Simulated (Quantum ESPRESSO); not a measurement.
```cif
data_Mg4S4
_chemical_formula_sum 'Mg4 S4'
_space_group_name_H-M_alt 'Fm-3m'
_space_group_IT_number 225
_space_group_name_Hall '-F 4 2 3'
_cell_length_a 5.18310
_cell_length_b 5.18310
_cell_length_c 5.18310
_cell_angle_alpha 90.000
_cell_angle_beta 90.000
_cell_angle_gamma 90.000
loop_
_atom_site_label
_atom_site_type_symbol
_atom_site_symmetry_multiplicity
_atom_site_Wyckoff_symbol
_atom_site_fract_x
_atom_site_fract_y
_atom_site_fract_z
_atom_site_occupancy
Mg1 Mg 4 a 0.00000 0.00000 0.00000 1
S1 S 4 b 0.50000 0.50000 0.50000 1
```
(The calculation used a cell of 2 atoms; values per cell refer to that cell.)

Cell and atoms were relaxed with PBEsol from Materials Project entry mp-1315, within its symmetry.

What does PBEsol (Quantum ESPRESSO, PseudoDojo norm-conserving, 84 Ry, without SOC) give for the electronic structure near the Fermi level?

The PBEsol gap is indirect, 2.73 eV, from Γ to X; the smallest direct gap is 3.68 eV.
